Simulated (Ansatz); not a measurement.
**What a trial cell of Sc2F3 relaxes into**

Computed with DFT r2SCAN, scalar-relativistic, plane waves, PAW in Ansatz 0.2.0. Cutoff 500 eV, Γ-centred k mesh, Gaussian smearing, collinear spin, first started from parallel moments.

Sc2F3 was placed on the tetradymite structure type (R-3m, No. 166), with Sc in place of Bi, F in place of Te, at a guessed volume.

```yaml
crystal:
  lattice:
    - [1.64476, 0.94960, 7.62430]
    - [-1.64476, 0.94960, 7.62430]
    - [0.00000, -1.89921, 7.62430]
  atoms:
    - { symbol: Sc, position: [0.40000, 0.40000, 0.40000] }
    - { symbol: Sc, position: [0.60000, 0.60000, 0.60000] }
    - { symbol: F, position: [0.00000, 0.00000, 0.00000] }
    - { symbol: F, position: [0.20950, 0.20950, 0.20950] }
    - { symbol: F, position: [0.79050, 0.79050, 0.79050] }
```

Cell and atoms relax at zero pressure; the relaxation can't lower the symmetry of the start. After a coarse first stage the cell is made exact in the group found at 0.06 Å.

(1) What does it relax into?

(2) What are its volume, gap and moment?

Results:

(1) It keeps R-3m (No. 166). The result has the tetradymite structure. Conventional cell: a = 3.098 Å, c = 25.496 Å. Sc has 3 F at 2.18 Å and 3 F at 2.50 Å; F on Wyckoff site a (1 atom of the primitive cell) is coordinated by 6 Sc at 2.50 Å; F on Wyckoff site c (2 atoms of the primitive cell) is coordinated by 3 Sc at 2.18 Å.

```
Sc F
1.0
     1.54887    0.89424    8.49851
    -1.54887    0.89424    8.49851
     0.00000   -1.78848    8.49851
Sc F
2 3
Direct
  0.40195 0.40195 0.40195
  0.59805 0.59805 0.59805
  0.00000 0.00000 0.00000
  0.21597 0.21597 0.21597
  0.78403 0.78403 0.78403
```

(2) The volume per atom is 14.1 Å³. The density is 3.5 g/cm³. The gap on the 12×12×12 mesh is 0 eV (a metal), the net moment per atom is 0.58 μB and the largest site moment is 0.63 μB.

The final run used a 12×12×12 mesh on its 5-atom cell and 0.10 eV smearing. No dispersion correction is applied, so the spacing between layers, chains or molecules is poorly fixed, and with it the volume and density. The magnetic state reached may not be the lowest. Symmetry constrained the relaxation, so the result can be a saddle point. The steps took of the order of 17 core-minutes in all.